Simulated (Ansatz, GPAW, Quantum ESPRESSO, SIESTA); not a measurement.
BiTe: programs and potentials compared

```
Bi Te
1.0
     2.42271    1.39875    3.31729
    -2.42271    1.39875    3.31729
     0.00000   -2.79750    3.31729
Bi Te
1 1
Direct
  0.50000 0.50000 0.50000
  0.00000 0.00000 0.00000
```

The cell comes from a database or a generator and needn't be the stable form of this composition.

Alike in all runs: task band structure; functional PBEsol; k mesh 7 × 7 × 7; occupations fermi-dirac, width 0.05 eV; no spin polarisation; no spin-orbit coupling. Pressure is positive in compression and, in plane waves, holds the error of the finite cutoff, which Ansatz's Pulay term estimates and takes out.

| program and potentials | plane-wave cutoff (eV) | notes | pressure (GPa) |
| --- | --- | --- | --- |
| Quantum ESPRESSO, PseudoDojo 0.4.1 SR PBEsol standard | 1088 | 15.5 valence electrons an atom on average | -2.27 |
| GPAW, PAW data sets generated for this functional | 600 | 10.5 valence electrons an atom on average | -2.53 |
| SIESTA, files PseudoDojo sr-pbesol-0.4.1-standard, DZP (energy shift 0.003 Ry; two zetas on semicore shells) | - | atomic basis; 15.5 valence electrons an atom on average | -1.45 |
| Ansatz, all-electron LAPW, scalar-relativistic | - | - | -2.30 |
| Ansatz, PAW datasets made for the crystal | 240 | 10.5 valence electrons an atom on average | -2.31 |

The pressure spans -2.53 (GPAW, PAW data sets generated for this functional) to -1.45 GPa (SIESTA, files PseudoDojo sr-pbesol-0.4.1-standard, DZP (energy shift 0.003 Ry; two zetas on semicore shells)), with all-electron results at -2.30. Rows in atomic bases carry the error of their basis and grid, which can be large.

Differences between rows come from potentials, basis sets and numerical settings, since the functional is the same but for its coding. Runs on potential files found faulty are left out.
